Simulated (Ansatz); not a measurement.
Geometry optimisation in Ansatz: input, command and trajectory.

```yaml
crystal:
  lattice:
    - [6.6745501258, 0.2173877519, -0.1037901573]
    - [0.2173877519, 6.6059356707, -0.0095056687]
    - [-0.1037901573, -0.0095056687, 6.556635963]
  atoms:
    - { symbol: Ti, position: [0.5322703964, 0.9995146507, 0.9756767619] }
    - { symbol: Ti, position: [0.9784194084, 0.9768820373, 0.5003983316] }
    - { symbol: Ti, position: [0.5306949795, 0.9947438181, 0.5232733222] }
    - { symbol: Ti, position: [0.2695988894, 0.7625050334, 0.2400268708] }
    - { symbol: Ti, position: [0.2612448341, 0.2464372917, 0.7604859028] }
    - { symbol: Zr, position: [0.7455168366, 0.2573258777, 0.2405656005] }
    - { symbol: Zr, position: [0.998642421, 0.5214135126, 0.5039577243] }
    - { symbol: Mo, position: [0.985909225, 0.0021902657, 0.981481602] }
    - { symbol: Mo, position: [0.4915584233, 0.4943400931, 0.0002726995] }
    - { symbol: Mo, position: [0.7493743349, 0.7622022242, 0.7490907012] }
    - { symbol: Hf, position: [0.9965289369, 0.5225201584, 0.9997087501] }
    - { symbol: Hf, position: [0.249507838, 0.21697289, 0.2451896833] }
    - { symbol: Hf, position: [0.2614578991, 0.7683763181, 0.7643184229] }
    - { symbol: Ta, position: [0.4919610792, 0.4932717897, 0.5048140992] }
    - { symbol: Ta, position: [0.7067192923, 0.7369844738, 0.2458715314] }
    - { symbol: Ta, position: [0.7530734949, 0.2546329616, 0.7556634738] }
  symmetry: { detect: false }
basis:
  ecutwfc: 420
kpoints:
  mp_grid: { grid: [3, 3, 3] }
hamiltonian:
  xc: pbesol
scf:
  occupations: { method: gaussian, width: 0.1 }
  lower_state_search: "off"
output:
  forces: true
  stress: true
  eigenvalues: true
relax:
  adjacent_minimum: "off"
  f_tol: 0.04
  max_steps: 25
  cell: { stress_tol: 0.3 }
```

```bash
ansatz run input.yaml --threads 4 --pin off --max-ram 9216MiB --backend cpu --events-out ev --progress --plain --runs-dir out
```

Level of theory: Ansatz, DFT PBEsol, scalar-relativistic, plane waves, PAW.

Of 7 frames 6 are shown, positions in Å and forces in eV/Å; the SCF threshold varies from step to step. Steps run on the plane waves of an earlier cell, with a Pulay correction in the pressure. The basis is chosen afresh for the last frame, the zero of the energies, and at times for earlier ones too; energy and pressure can step there, also at an unchanged geometry. Where two frames share a geometry here, they differ by under 2 meV/atom and 0.3 GPa. The mark taken_back stands on steps that the optimiser undid.

```xyz
16
Lattice="6.6745 0.2174 -0.1038 0.2174 6.6059 -0.0095 -0.1038 -0.0095 6.5566" Properties=species:S:1:pos:R:3:forces:R:3 pbc="T T T" step=1 free_energy_over_end_meV_per_atom=10.53 pressure_GPa=-0.33
Ti    3.6687    6.7092    6.3324   -0.0496   -0.0661    0.0511
Ti    6.6909    6.6612    3.1701   -0.0626    0.1809   -0.1072
Ti    3.7041    6.6816    3.3664   -0.0582    0.0211   -0.0803
Ti    1.9403    5.0934    1.5385   -0.1546   -0.0416    0.0828
Ti    1.7183    1.6775    4.9568   -0.0631   -0.0545    0.0095
Zr    5.0070    1.8597    1.4975    0.1105   -0.3677    0.1792
Zr    6.7265    3.6567    3.1957   -0.0933   -0.0168   -0.0916
Mo    6.4791    0.2195    6.3329    0.0244   -0.0853    0.2306
Mo    3.3884    3.3724   -0.0539    0.3538    0.0975   -0.2099
Mo    5.0897    5.1908    4.8265   -0.0223   -0.3213    0.2655
Hf    6.6612    3.6589    6.4463   -0.0468   -0.1116   -0.0336
Hf    1.6871    1.4852    1.5797    0.0686    0.1604   -0.0797
Hf    1.8328    5.1254    4.9769   -0.0508    0.0770   -0.1467
Ta    3.3385    3.3607    3.2541   -0.0311    0.2648    0.1197
Ta    4.8517    5.0198    1.5317    0.0958    0.2007   -0.1129
Ta    5.0034    1.8386    4.8740   -0.0205    0.0624   -0.0765
16
Lattice="6.5167 0.0712 -0.0341 0.0702 6.5396 0.0289 -0.0332 0.0288 6.6018" Properties=species:S:1:pos:R:3:forces:R:3 pbc="T T T" step=2 free_energy_over_end_meV_per_atom=10.75 pressure_GPa=3.20 taken_back
Ti    3.4581    6.5780    6.4452   -0.1981    0.0682   -0.1093
Ti    6.4265    6.5281    3.2899    0.0918   -0.1642    0.1997
Ti    3.5030    6.5056    3.4835   -0.2549    0.1168   -0.0806
Ti    1.7731    4.9795    1.5936   -0.1161    0.1636    0.0380
Ti    1.6834    1.6495    5.0200   -0.0982    0.0548   -0.0081
Zr    4.8420    1.6376    1.6300    0.0110    0.4562   -0.1248
Zr    6.4716    3.4913    3.2654    0.3296   -0.1785    0.0596
Mo    6.3709    0.0879    6.5213    0.5018   -0.0225   -0.1017
Mo    3.3778    3.3239   -0.0707   -0.5802   -0.1054    0.1254
Mo    4.8810    4.9958    4.9979    0.1944    0.0947   -0.2719
Hf    6.4704    3.4395    6.5723    0.2323   -0.0872    0.0397
Hf    1.6930    1.5166    1.5999   -0.0542    0.2168    0.0934
Hf    1.6696    5.0691    5.0273   -0.0949    0.0711    0.1898
Ta    3.2493    3.3883    3.3767    0.0020   -0.3543   -0.3402
Ta    4.7236    4.9813    1.5746    0.2057   -0.2590    0.2604
Ta    4.9234    1.7231    4.9479   -0.1721   -0.0709    0.0304
16
Lattice="6.6202 0.1300 -0.0649 0.1297 6.5949 0.0050 -0.0646 0.0050 6.5883" Properties=species:S:1:pos:R:3:forces:R:3 pbc="T T T" step=3 free_energy_over_end_meV_per_atom=1.34 pressure_GPa=-0.28
Ti    3.5601    6.6453    6.3986   -0.0303    0.0067   -0.0506
Ti    6.5677    6.6036    3.2387   -0.0462   -0.0377    0.0604
Ti    3.5994    6.6029    3.4228   -0.0025    0.0151   -0.0284
Ti    1.8418    5.0571    1.5772    0.0203    0.0365   -0.0472
Ti    1.7046    1.6562    4.9953   -0.0105    0.0272    0.0270
Zr    4.9448    1.7431    1.5662   -0.0040    0.0231   -0.0260
Zr    6.6262    3.5611    3.2385    0.0080    0.0196    0.0386
Mo    6.4689    0.1366    6.4371    0.0255   -0.0350    0.0626
Mo    3.3819    3.3592   -0.0653    0.0409   -0.0248    0.0044
Mo    4.9986    5.0925    4.9194    0.0230   -0.1480    0.0218
Hf    6.5937    3.5347    6.5159   -0.0014   -0.0091   -0.0326
Hf    1.6967    1.5206    1.5910    0.0318    0.0507   -0.0157
Hf    1.7450    5.1127    5.0033   -0.0348    0.0081    0.0263
Ta    3.2985    3.3744    3.3085    0.0393    0.0564    0.0001
Ta    4.8047    5.0030    1.5566    0.0671   -0.0520    0.0045
Ta    4.9734    1.7642    4.9259   -0.1263    0.0634   -0.0452
16
Lattice="6.6073 0.0995 -0.0440 0.0989 6.5971 0.0035 -0.0442 0.0033 6.5578" Properties=species:S:1:pos:R:3:forces:R:3 pbc="T T T" step=4 free_energy_over_end_meV_per_atom=0.51 pressure_GPa=0.59
Ti    3.5362    6.6206    6.3759   -0.0432    0.0373   -0.0134
Ti    6.5211    6.5762    3.2566    0.0381   -0.0265    0.0191
Ti    3.5738    6.5710    3.4134   -0.0396    0.0101   -0.0560
Ti    1.8211    5.0638    1.5633   -0.0173    0.0059    0.0220
Ti    1.7122    1.6483    4.9805   -0.0168    0.0149   -0.0189
Zr    4.9317    1.7178    1.5782    0.0006   -0.0315    0.0060
Zr    6.6153    3.5305    3.2452   -0.0098   -0.0388    0.0028
Mo    6.4670    0.1080    6.4360    0.1140   -0.0147    0.0301
Mo    3.3701    3.3488   -0.0570   -0.0355    0.0300   -0.0259
Mo    4.9765    5.0415    4.9187   -0.0063    0.0718   -0.0791
Hf    6.5908    3.4867    6.4959    0.0164   -0.0454    0.0365
Hf    1.7018    1.5312    1.5906   -0.0276   -0.0029   -0.0008
Hf    1.7185    5.1067    4.9906    0.0142    0.0523    0.0218
Ta    3.2920    3.3868    3.2988   -0.0115   -0.0380   -0.0029
Ta    4.8052    4.9825    1.5543    0.0657    0.0215    0.0651
Ta    4.9496    1.7467    4.9097   -0.0415   -0.0459   -0.0066
16
Lattice="6.6184 0.0847 -0.0221 0.0842 6.6016 -0.0189 -0.0220 -0.0194 6.5659" Properties=species:S:1:pos:R:3:forces:R:3 pbc="T T T" step=5 free_energy_over_end_meV_per_atom=0.16 pressure_GPa=-0.05
Ti    3.5471    6.6041    6.3673   -0.0354   -0.0587    0.0201
Ti    6.5333    6.5541    3.2817   -0.0102   -0.0165   -0.0515
Ti    3.5704    6.5457    3.3883   -0.0048    0.0654    0.0594
Ti    1.8210    5.0471    1.5545   -0.0084    0.0152   -0.0087
Ti    1.7286    1.6281    4.9822    0.0078    0.0369   -0.0165
Zr    4.9491    1.6913    1.5885    0.0034   -0.0102    0.0137
Zr    6.6258    3.4954    3.2713   -0.0010   -0.0048    0.0059
Mo    6.5184    0.0629    6.4765   -0.0856    0.0652   -0.0397
Mo    3.3704    3.3586   -0.0614    0.0125   -0.0476    0.0131
Mo    4.9890    5.0232    4.9204   -0.0129    0.0111   -0.0136
Hf    6.6106    3.4470    6.5150    0.0164   -0.0176   -0.0097
Hf    1.6987    1.5302    1.5845    0.0435   -0.0131    0.0152
Hf    1.7271    5.0960    4.9924    0.0020   -0.0118    0.0116
Ta    3.2985    3.3742    3.2938   -0.0149    0.0014    0.0024
Ta    4.8306    4.9759    1.5655    0.0401    0.0063   -0.0459
Ta    4.9422    1.7225    4.9215    0.0472   -0.0211    0.0442
16
Lattice="6.6156 0.0871 -0.0216 0.0863 6.6036 -0.0188 -0.0215 -0.0194 6.5647" Properties=species:S:1:pos:R:3:forces:R:3 pbc="T T T" step=7 free_energy_over_end_meV_per_atom=0.00 pressure_GPa=-0.01
Ti    3.5415    6.5991    6.3666    0.0057    0.0050   -0.0041
Ti    6.5289    6.5494    3.2645    0.0130    0.0170    0.0270
Ti    3.5721    6.5599    3.3952   -0.0105   -0.0137    0.0092
Ti    1.8177    5.0550    1.5551    0.0077   -0.0078   -0.0060
Ti    1.7330    1.6365    4.9818   -0.0095   -0.0001   -0.0010
Zr    4.9451    1.6936    1.5885    0.0070   -0.0112    0.0049
Zr    6.6248    3.5003    3.2691   -0.0070   -0.0022    0.0101
Mo    6.5084    0.0721    6.4761   -0.0087    0.0021   -0.0357
Mo    3.3716    3.3574   -0.0584   -0.0147   -0.0024    0.0018
Mo    4.9860    5.0245    4.9163    0.0104    0.0177    0.0077
Hf    6.6121    3.4469    6.5133    0.0176   -0.0046    0.0025
Hf    1.7045    1.5291    1.5899    0.0046    0.0038   -0.0076
Hf    1.7251    5.0974    4.9898   -0.0023   -0.0041    0.0019
Ta    3.3020    3.3741    3.2975   -0.0078    0.0150   -0.0065
Ta    4.8330    4.9815    1.5610   -0.0113   -0.0055    0.0057
Ta    4.9503    1.7202    4.9292    0.0058   -0.0091   -0.0100
```

The run took 3.7 min on 4 threads of Arm Neoverse V1, with other jobs on the host, peak memory 1.6 GiB.

The k mesh is coarse. Spin–orbit coupling is left out, which can shift energies with elements as heavy as these. Spin polarisation was left out, and a magnetic state may lie lower.